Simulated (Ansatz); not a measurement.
VBiO4 in space group C2 (No. 5; V on 2a, Bi on 2b, O on 4c, O on 4c), r²SCAN in the plane-wave PAW code Ansatz, all energies at zero smearing, with the estimated change up to a 700 eV cutoff added, with one set of potentials and settings (totals compare only within such a set). Cell of 6 atoms (1 V, 1 Bi, 4 O): -17604.464 eV.

```tsv
element	reference phase	E (eV/atom)
V	Im-3m, 1 atoms in the cell	-2917.0669
Bi	R-3m, 2 atoms in the cell	-12411.0586
O	C2/m, 4 atoms in the cell, spin-polarised	-566.0281
```

Formation energy per atom, worked out: (-17604.464 − 1×(-2917.0669) − 1×(-12411.0586) − 4×(-566.0281))/6 = -2.038 eV/atom (-197 kJ per mol of atoms), at 0 K, without zero-point energy or fitted corrections.

The first step of the workflow began from a Materials Project structure, measured or hypothetical; the Crystallography Open Database copy checked does not list it. It is not the phase usual at ambient conditions (space group No. 88). The cell was relaxed with r²SCAN under the symmetry of its start; of distortions, only those at the zone centre were tested. The run is not spin-polarised. No Hubbard U is applied. The references are the lowest solids computed at this level, not always the standard phases (solids in place of the gases). Scalar-relativistic: spin–orbit coupling is off unless named, which matters more the heavier the elements.

Potentials: the later of the program's two PAW sets.
